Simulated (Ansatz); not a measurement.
Ansatz run, SrPt$_{5}$

Input file of Ansatz 0.2.0:

```yaml
crystal:
  lattice:
    - [5.470954, 0.0, 0.0]
    - [-2.735477, 4.737986, 0.0]
    - [0.0, 0.0, 4.423799]
  atoms:
    - { symbol: Pt, position: [0.5, 0.0, 0.5] }
    - { symbol: Pt, position: [0.5, 0.5, 0.5] }
    - { symbol: Pt, position: [0.0, 0.5, 0.5] }
    - { symbol: Pt, position: [0.3333, 0.6667, 0.0] }
    - { symbol: Pt, position: [0.6666, 0.3333, 0.0] }
    - { symbol: Sr, position: [0.0, 0.0, 0.0] }
  symmetry: { tolerance: 0.0003 }
kpoints:
  mp_grid: { grid: [7, 7, 8], shift: [0, 0, 0] }
  band_path:
    path:
      - [0.0, 0.0, 0.0]
      - [0.49999997, 5.0e-08, 0.0]
      - [0.33333331, 0.3333334, 0.0]
      - [0.0, 0.0, 0.0]
      - [0.0, 0.0, 0.5]
      - [0.49999997, 5.0e-08, 0.5]
      - [0.33333331, 0.3333334, 0.5]
      - [0.0, 0.0, 0.5]
      - [0.49999997, 5.0e-08, 0.5]
      - [0.49999997, 5.0e-08, 0.0]
      - [0.33333331, 0.3333334, 0.5]
    npoints: 6
magnetization:
  spin_polarized: false
scf:
  occupations: { method: fermi_dirac }
  lower_state_search: "off"
  max_iter: 200
hamiltonian:
  pseudopotentials: { kind: paw }
  xc: r2scan
basis:
  ecutwfc: 500
  fft_grid_basis: typed
output:
  forces: true
  stress: true
  eigenvalues: true
  bader: true
  populations: true
  elf: true
  write_potential: true
  volumetric_format: npy
  dos:
    e_range: [-12, 8]
    de: 0.05
    projected: { site_lists: { Pt: [Pt], Sr: [Sr] } }
checkpoint:
  read: saved_state
```

The run starts from an earlier solution of this cell. 

Output (shortened):

```
Warning: the atoms were moved onto the symmetric positions of the space group found under crystal.symmetry.tolerance 3.0e-4 (fractional; no operation is sought that the atoms, as they stand in a round, miss by more than twice it, and no atom is moved by as much as it), and the run uses the moved positions.
Pseudopotentials: kind: paw
Pseudopotential: Pt, paw, valence charge 18, recommended cutoff 500 eV (meta_gga), Pt.paw.azcp
Pseudopotential: Sr, paw, valence charge 10, recommended cutoff 500 eV (meta_gga), Sr.paw.azcp
Functional definition: r2SCAN
  exchange = r2scan_x(k0 = k0, k1 = k1, a1 = a1)
  correlation = r2scan_c
Crystal: 6 atoms, lattice volume = 114.671 Å³
Basis set: ecut = 500 eV, 2885 PW (Γ), exchange–correlation on 160×160×144 points (64 copies of the dense FFT grid, shifted against one another)
Bands: 60, of which v1, the nominal top of the filled ones, is band 50 counted from 1 (49 counted from 0)
Symmetry: 24 space group operations
Space group: P6/mmm (ITA 191), of the structure as read, at distance tolerance 1.5e-3 Å
k-points: 40 of 392
Initial density: read from a saved state, or passed on in memory by an earlier SCF of this step, an earlier step, the calling program or the single point that the run made first
Functional: x = r2scan, c = r2scan; τ floored in thin density (d = 2e-4 eV/Å³)
SCF iter   1: F=-66242.6630 eV  Δρ=5.63e-3  dr2=2.16e-2  dr2_τ=6.84e-3
SCF iter   2: F=-66242.6722 eV  Δρ=2.15e-3  dr2=3.85e-3  dr2_τ=8.35e-4
SCF iter   3: F=-66242.6736 eV  Δρ=6.50e-4  dr2=5.83e-4  dr2_τ=1.02e-4
SCF iter   4: F=-66242.6739 eV  Δρ=2.16e-4  dr2=6.48e-5  dr2_τ=1.14e-5
SCF iter   5: F=-66242.6739 eV  Δρ=3.94e-5  dr2=3.19e-6  dr2_τ=8.06e-8
SCF iter   6: F=-66242.6739 eV  Δρ=6.77e-6  dr2=5.14e-8  dr2_τ=1.99e-8
Free energy (F): -66242.6739 eV
Harris-Foulkes:  -66242.6739 eV  (|F-HF|=2.10e-8)
Internal energy: -66242.5389 eV  (E = F + TS)
E sigma→0 (E₀):  -66242.6064 eV
Entropy (-TS):   -0.1350 eV (-22.505 meV/atom)
Fermi energy:    17.0369 eV
--- Forces (eV/Å), atoms counted from 1 ---
  atom   1  Pt     0.0000     0.0000     0.0000
  atom   2  Pt     0.0000     0.0000     0.0000
  atom   3  Pt     0.0000     0.0000     0.0000
  atom   4  Pt     0.0000     0.0000     0.0000
  atom   5  Pt     0.0000     0.0000     0.0000
  atom   6  Sr     0.0000     0.0000     0.0000
--- Stress (GPa, compression-positive) ---
       -3.1148       0.0000       0.0000
        0.0000      -3.1148       0.0000
        0.0000       0.0000      -5.5728
  P = ⅓ Tr σ = -3.9342 GPa (-39.342 kbar)
--- Löwdin populations: 6 sites ---
  site symbol       q [e]
     0     Pt     18.0878
     1     Pt     18.0878
     2     Pt     18.0878
     3     Pt     18.1652
     4     Pt     18.1652
     5     Sr      8.5201
  spilling = 0.0089 (of n_electrons = 100.0000)
```

Origin: a database entry at a rescaled volume.
